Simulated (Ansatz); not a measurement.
**Relaxing BiMo in the zincblende type**

First guess:

```
CELL_PARAMETERS angstrom
0.00000 3.21951 3.21951
3.21951 0.00000 3.21951
3.21951 3.21951 0.00000
ATOMIC_POSITIONS crystal
Mo 0.00000 0.00000 0.00000
Bi 0.25000 0.25000 0.25000
```

All numbers below come from DFT, PBE, PAW with Ansatz's default frozen-core files, scalar-relativistic (Ansatz 0.2.0).

Cell and atoms relax within the symmetry of the start on a 11×11×11 k mesh with 0.08 eV Fermi–Dirac smearing.

The start is built from a prototype, known or not as a phase of this compound; the cutoff is 420 eV.

Spin polarisation is left out, and whether a magnetic state lies lower isn't shown here.

Spin–orbit coupling is left out, though it moves levels of the heavy atoms by tenths of an eV or more.

Question: What is the pressure of the first guess?

Answer: -3.32 GPa.

Question: What does it relax to?

Answer: a = 6.316 Å, b = 6.316 Å, c = 6.316 Å, α = 90.00°, β = 90.00°, γ = 90.00° (conventional cell), 31.49 Å³ per atom:
```cif
data_structure
_symmetry_space_group_name_H-M 'F-43m'
_symmetry_Int_Tables_number 216
_cell_length_a 6.3155
_cell_length_b 6.3155
_cell_length_c 6.3155
_cell_angle_alpha 90.000
_cell_angle_beta 90.000
_cell_angle_gamma 90.000
_cell_volume 251.90
loop_
_atom_site_label
_atom_site_type_symbol
_atom_site_symmetry_multiplicity
_atom_site_Wyckoff_symbol
_atom_site_fract_x
_atom_site_fract_y
_atom_site_fract_z
_atom_site_occupancy
Mo1 Mo 4 a 0.00000 0.00000 0.00000 1
Bi1 Bi 4 d 0.25000 0.25000 0.75000 1
```

Question: How much energy does the relaxation release?

Answer: 21 meV/atom.
